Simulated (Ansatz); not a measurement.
**ZrB: where the heat goes in a short trajectory**

These are results of DFT PBEsol, scalar-relativistic, plane waves, PAW (Ansatz 0.2.0), not measurements. The runs took a 420 eV cutoff, a shifted (0.5, 0.5, 0.5 steps) 4×4×4 mesh and Fermi–Dirac smearing (0.052 eV). The mesh is coarse. No spin polarisation.

16 atoms start on the lattice sites below (V = 232.2 Å³, 1.01 times the source cell's; static pressure -1.67 GPa, largest force component 0.00 eV/Å) with velocities drawn for 600 K; Langevin thermostat aiming at the same temperature, fixed cell, 55 steps of 1.5 fs.

```
Zr B
1.0
    -4.87836    4.87836    0.00000
    -4.87836    0.00000    4.87836
     0.00000    4.87836    4.87836
Zr B
8 8
Direct
  0.50000 0.50000 0.00000
  0.00000 0.50000 0.00000
  0.50000 0.00000 0.00000
  0.50000 0.50000 0.50000
  0.00000 0.00000 0.00000
  0.00000 0.50000 0.50000
  0.50000 0.00000 0.50000
  0.00000 0.00000 0.50000
  0.75000 0.75000 0.75000
  0.25000 0.75000 0.75000
  0.75000 0.25000 0.75000
  0.75000 0.75000 0.25000
  0.25000 0.25000 0.75000
  0.25000 0.75000 0.25000
  0.75000 0.25000 0.25000
  0.25000 0.25000 0.25000
```

```
t (fs) T (K) kinetic energy (meV/atom) potential energy over the first frame (meV/atom) P with the kinetic part (GPa)
   0.0    562                       72.7                                               0.0                          -1.13
   6.0    505                       65.3                                              11.7                          -0.91
  12.0    350                       45.2                                              37.1                          -0.42
  18.0    274                       35.4                                              54.4                          -0.05
  24.0    376                       48.6                                              50.7                          -0.04
  30.0    473                       61.1                                              41.7                          -0.17
  36.0    542                       70.1                                              44.3                          -0.08
  42.0    395                       51.1                                              57.9                           0.08
  48.0    267                       34.5                                              69.1                           0.20
  54.0    379                       48.9                                              75.2                           0.41
  60.0    469                       60.6                                              74.0                           0.43
  66.0    559                       72.2                                              65.1                           0.31
  72.0    503                       65.0                                              59.2                           0.13
  78.0    549                       71.0                                              55.8                           0.12
```

T counts 3N degrees of freedom. Means over every step of the second half, not only the rows shown: T = 451 K, kinetic energy 58.3 meV/atom, potential energy 65.3 meV/atom, P = 0.24 GPa.

Task: Does the potential energy follow equipartition for harmonic vibrations?

Result: In a harmonic crystal each vibration holds as much potential as kinetic energy on average; T is counted on all 3N degrees of freedom here, and the thermostat also drives the centre of mass, which has no potential energy, so the share is (N − 1)/N of the kinetic energy, 54.6 meV/atom. The run has 65.3, a ratio of 1.20. That is near one, as for a crystal vibrating about its sites. So short a run gives a rough mean. T is still well under the temperature that the thermostat aims for. Electronic entropy is part of the potential energy at this smearing.

Task: Split the rise of pressure into the kinetic part and the rest. Can a thermal Grüneisen parameter be estimated?

Result: The program counts the kinetic part as N k_B T/V = 0.43 GPa. The pressure lies 1.91 GPa over the static one in all, so the forces add 1.48 GPa. For a harmonic mode with ω ∝ V^(−γ) and an amplitude that scales with the cell, the forces add (2γ − 2/3)U/V, which needs no equipartition; when U equals the kinetic energy K, this and the kinetic part 2K/(3V) sum to the Mie–Grüneisen γE_th/V. With U = N × 65.3 meV, γ = 1/3 + V ΔP_forces/(2U) = 1.36, for harmonic vibrations a mean over the modes weighted by their potential energy, for uniform scaling of the cell (in a layered or otherwise anisotropic crystal this differs from γ under hydrostatic pressure). Most solids fall between 1 and 3, and tetrahedral, framework and layered ones often lower; anharmonic motion and pressure swings in a cell of 16 atoms make this value uncertain by tenths or more.

Cost: 1 run of about 27 core-minutes (earlier runs that led there not counted), on AMD EPYC 7R43 (Zen 3) (shared hosts).